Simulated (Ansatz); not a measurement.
## Is this Ir3Ru2 structure a true minimum?

The structure comes from a generated guess, relaxed at this level; another structure or a mixture of phases may lie lower.

All numbers below come from DFT PBE, scalar-relativistic, plane waves, PAW (Ansatz). Settings: cutoff 420 eV, Γ-centred mesh 18×18×2 on the computed 10-atom cell, Gaussian smearing of 0.10 eV; no spin polarisation.

The cell below (10 atoms, space group P-6m2 (No. 187)) is relaxed within its symmetry.

```yaml
crystal:
  lattice:
    - [2.73984, 0.00000, 0.00000]
    - [-1.36992, 2.37277, 0.00000]
    - [0.00000, 0.00000, 21.87562]
  atoms:
    - { symbol: Ru, position: [0.66667, 0.33333, 0.09979] }
    - { symbol: Ru, position: [0.66667, 0.33333, 0.29868] }
    - { symbol: Ru, position: [0.66667, 0.33333, 0.70132] }
    - { symbol: Ru, position: [0.66667, 0.33333, 0.90021] }
    - { symbol: Ir, position: [0.33333, 0.66667, 0.00000] }
    - { symbol: Ir, position: [0.33333, 0.66667, 0.19919] }
    - { symbol: Ir, position: [0.33333, 0.66667, 0.39716] }
    - { symbol: Ir, position: [0.33333, 0.66667, 0.60284] }
    - { symbol: Ir, position: [0.33333, 0.66667, 0.80081] }
    - { symbol: Ir, position: [0.66667, 0.33333, 0.50000] }
```

For the test it was strained at random (σ = 1.5 % a component), the atoms were moved at random (σ = 0.05 Å), and all was relaxed again on a coarse 12×12×1 mesh (in the run’s order of axes) with 0.20 eV smearing, with no symmetry imposed.

Spin–orbit coupling, which can matter for Ir, is left out.

Problem. Does it come back?

Solution. It returns, within 1 meV/atom of the unmoved cell on that mesh and with the same symmetry when read at 0.1 Å (C2 at 0.01 Å, so small strains and shifts remain). So it is stable against the distortions that fit this cell and that this random move excites. Modes that don't fit the cell aren't tested.
